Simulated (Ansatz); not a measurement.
Input and steps of a relaxation of cell and atoms on β-Si3N4 (relaxed group P6_3/m) (Ansatz 0.2.0, r2SCAN). It starts from the PBE minimum.

```yaml
crystal:
  lattice:
    - [7.6638651611, 0.0, 0.0]
    - [-3.8319325806, 6.6371019207, 0.0]
    - [0.0, 0.0, 2.9263012369]
  atoms:
    - { symbol: Si, position: [0.2310840955, 0.8249752458, 0.75] }
    - { symbol: Si, position: [0.4061088496, 0.2310840955, 0.25] }
    - { symbol: Si, position: [0.8249752458, 0.5938911504, 0.25] }
    - { symbol: Si, position: [0.1750247542, 0.4061088496, 0.75] }
    - { symbol: Si, position: [0.5938911504, 0.7689159045, 0.75] }
    - { symbol: Si, position: [0.7689159045, 0.1750247542, 0.25] }
    - { symbol: "N", position: [0.3333333333, 0.6666666667, 0.75] }
    - { symbol: "N", position: [0.6666666667, 0.3333333333, 0.25] }
    - { symbol: "N", position: [0.9691646192, 0.6699931104, 0.75] }
    - { symbol: "N", position: [0.2991715089, 0.9691646192, 0.25] }
    - { symbol: "N", position: [0.6699931104, 0.7008284911, 0.25] }
    - { symbol: "N", position: [0.3300068896, 0.2991715089, 0.75] }
    - { symbol: "N", position: [0.0308353808, 0.3300068896, 0.25] }
    - { symbol: "N", position: [0.7008284911, 0.0308353808, 0.75] }
kpoints:
  mp_grid: { grid: [6, 6, 8] }
hamiltonian:
  xc: r2scan
scf:
  occupations: { method: fermi_dirac, width: 0.02 }
relax:
  f_tol: 0.005
  cell: {}
output:
  write_density: true
  write_potential: true
  elf: true
  volumetric_format: npy
```

The trajectory has 6 recorded frames, each with fractional positions and then forces in eV/Å along x, y and z. The last, and any step after a large change of cell, is solved on a basis re-selected at its cell; pressure is positive in compression.

Step 1: energy 0.0 meV/atom from step 1, largest force component 0.045 eV/Å, pressure -5.63 GPa; a = 7.664 Å, b = 7.664 Å, c = 2.926 Å, α = 90.00°, β = 90.00°, γ = 120.00°
```
Si 0.2311 0.8250 0.7500    -0.031  -0.034   0.000
Si 0.4061 0.2311 0.2500     0.014  -0.044   0.000
Si 0.8250 0.5939 0.2500    -0.045   0.010   0.000
Si 0.1750 0.4061 0.7500     0.045  -0.010   0.000
Si 0.5939 0.7689 0.7500    -0.014   0.044   0.000
Si 0.7689 0.1750 0.2500     0.031   0.034   0.000
N  0.3333 0.6667 0.7500     0.000   0.000   0.000
N  0.6667 0.3333 0.2500     0.000   0.000   0.000
N  0.9692 0.6700 0.7500    -0.028  -0.027   0.000
N  0.2992 0.9692 0.2500     0.010  -0.037   0.000
N  0.6700 0.7008 0.2500    -0.037   0.010   0.000
N  0.3300 0.2992 0.7500     0.037  -0.010   0.000
N  0.0308 0.3300 0.2500     0.028   0.027   0.000
N  0.7008 0.0308 0.7500    -0.010   0.037   0.000
```

Step 2: energy -3.3 meV/atom from step 1, largest force component 0.030 eV/Å, pressure -2.78 GPa; a = 7.633 Å, b = 7.633 Å, c = 2.916 Å, α = 90.00°, β = 90.00°, γ = 120.00°
```
Si 0.2311 0.8250 0.7500    -0.010  -0.028   0.000
Si 0.4061 0.2311 0.2500     0.019  -0.023   0.000
Si 0.8250 0.5939 0.2500    -0.030  -0.005   0.000
Si 0.1750 0.4061 0.7500     0.030   0.005   0.000
Si 0.5939 0.7689 0.7500    -0.019   0.023   0.000
Si 0.7689 0.1750 0.2500     0.010   0.028   0.000
N  0.3333 0.6667 0.7500     0.000   0.000   0.000
N  0.6667 0.3333 0.2500     0.000   0.000   0.000
N  0.9691 0.6697 0.7500    -0.020   0.003   0.000
N  0.2994 0.9691 0.2500    -0.012  -0.016   0.000
N  0.6697 0.7006 0.2500    -0.008   0.019   0.000
N  0.3303 0.2994 0.7500     0.008  -0.019   0.000
N  0.0309 0.3303 0.2500     0.020  -0.003   0.000
N  0.7006 0.0309 0.7500     0.012   0.016   0.000
```

Task: Estimate where the relaxation ends.

Result:
Step 3: energy -4.3 meV/atom from step 1, largest force component 0.012 eV/Å, pressure +0.09 GPa; a = 7.605 Å, b = 7.605 Å, c = 2.905 Å, α = 90.00°, β = 90.00°, γ = 120.00°
```
Si 0.2308 0.8247 0.7500     0.000  -0.012   0.000
Si 0.4061 0.2308 0.2500     0.010  -0.006   0.000
Si 0.8247 0.5939 0.2500    -0.010  -0.006   0.000
Si 0.1753 0.4061 0.7500     0.010   0.006   0.000
Si 0.5939 0.7692 0.7500    -0.010   0.006   0.000
Si 0.7692 0.1753 0.2500     0.000   0.012   0.000
N  0.3333 0.6667 0.7500     0.000   0.000   0.000
N  0.6667 0.3333 0.2500     0.000   0.000   0.000
N  0.9689 0.6697 0.7500     0.002   0.010   0.000
N  0.2992 0.9689 0.2500    -0.007   0.007   0.000
N  0.6697 0.7008 0.2500     0.010   0.003   0.000
N  0.3303 0.2992 0.7500    -0.010  -0.003   0.000
N  0.0311 0.3303 0.2500    -0.002  -0.010   0.000
N  0.7008 0.0311 0.7500     0.007  -0.007   0.000
```

Step 4: energy -4.3 meV/atom from step 1, largest force component 0.006 eV/Å, pressure 0.00 GPa; a = 7.606 Å, b = 7.606 Å, c = 2.906 Å, α = 90.00°, β = 90.00°, γ = 120.00°
```
Si 0.2307 0.8246 0.7500    -0.002  -0.006   0.000
Si 0.4060 0.2307 0.2500     0.004  -0.004   0.000
Si 0.8246 0.5940 0.2500    -0.006  -0.001   0.000
Si 0.1754 0.4060 0.7500     0.006   0.001   0.000
Si 0.5940 0.7693 0.7500    -0.004   0.004   0.000
Si 0.7693 0.1754 0.2500     0.002   0.006   0.000
N  0.3333 0.6667 0.7500     0.000   0.000   0.000
N  0.6667 0.3333 0.2500     0.000   0.000   0.000
N  0.9688 0.6697 0.7500     0.002   0.004   0.000
N  0.2991 0.9688 0.2500    -0.002   0.004   0.000
N  0.6697 0.7009 0.2500     0.004   0.000   0.000
N  0.3303 0.2991 0.7500    -0.004   0.000   0.000
N  0.0312 0.3303 0.2500    -0.002  -0.004   0.000
N  0.7009 0.0312 0.7500     0.002  -0.004   0.000
```

Step 5: energy -4.3 meV/atom from step 1, largest force component 0.000 eV/Å, pressure 0.00 GPa; a = 7.606 Å, b = 7.606 Å, c = 2.906 Å, α = 90.00°, β = 90.00°, γ = 120.00°
```
Si 0.2306 0.8246 0.7500     0.000   0.000   0.000
Si 0.4060 0.2306 0.2500     0.000   0.000   0.000
Si 0.8246 0.5940 0.2500     0.000   0.000   0.000
Si 0.1754 0.4060 0.7500     0.000   0.000   0.000
Si 0.5940 0.7694 0.7500     0.000   0.000   0.000
Si 0.7694 0.1754 0.2500     0.000   0.000   0.000
N  0.3333 0.6667 0.7500     0.000   0.000   0.000
N  0.6667 0.3333 0.2500     0.000   0.000   0.000
N  0.9687 0.6697 0.7500     0.000   0.000   0.000
N  0.2991 0.9687 0.2500     0.000   0.000   0.000
N  0.6697 0.7009 0.2500     0.000   0.000   0.000
N  0.3303 0.2991 0.7500     0.000   0.000   0.000
N  0.0313 0.3303 0.2500     0.000   0.000   0.000
N  0.7009 0.0313 0.7500     0.000   0.000   0.000
```

Step 6: energy -4.3 meV/atom from step 1, largest force component 0.000 eV/Å, pressure +0.01 GPa; a = 7.606 Å, b = 7.606 Å, c = 2.906 Å, α = 90.00°, β = 90.00°, γ = 120.00°
```
Si 0.2306 0.8246 0.7500     0.000   0.000   0.000
Si 0.4060 0.2306 0.2500     0.000   0.000   0.000
Si 0.8246 0.5940 0.2500     0.000   0.000   0.000
Si 0.1754 0.4060 0.7500     0.000   0.000   0.000
Si 0.5940 0.7694 0.7500     0.000   0.000   0.000
Si 0.7694 0.1754 0.2500     0.000   0.000   0.000
N  0.3333 0.6667 0.7500     0.000   0.000   0.000
N  0.6667 0.3333 0.2500     0.000   0.000   0.000
N  0.9687 0.6697 0.7500     0.000   0.000   0.000
N  0.2991 0.9687 0.2500     0.000   0.000   0.000
N  0.6697 0.7009 0.2500     0.000   0.000   0.000
N  0.3303 0.2991 0.7500     0.000   0.000   0.000
N  0.0313 0.3303 0.2500     0.000   0.000   0.000
N  0.7009 0.0313 0.7500     0.000   0.000   0.000
```

In 5 steps the volume changed by -2.2 %; between the first SCF and the last, each on a basis chosen for its cell, the energy fell by 4.3 meV an atom. At the end: space group P6_3/m (No. 176), hexagonal; conventional cell a = 7.606 Å, c = 2.906 Å, 10.40 Å³ an atom. Si is surrounded by 4 N at 1.73–1.74 Å; N is surrounded by 3 Si at 1.73 Å; N is surrounded by 3 Si at 1.73–1.74 Å.

Wall time 34 s on 1 × NVIDIA H100 80GB HBM3 with 2 threads of AMD EPYC 7R13 Processor (Zen 3) (shared host), load about 1.5 per core; peak host memory 1.4 GiB.

The values are computed, spin-unpolarised, and not measurements.
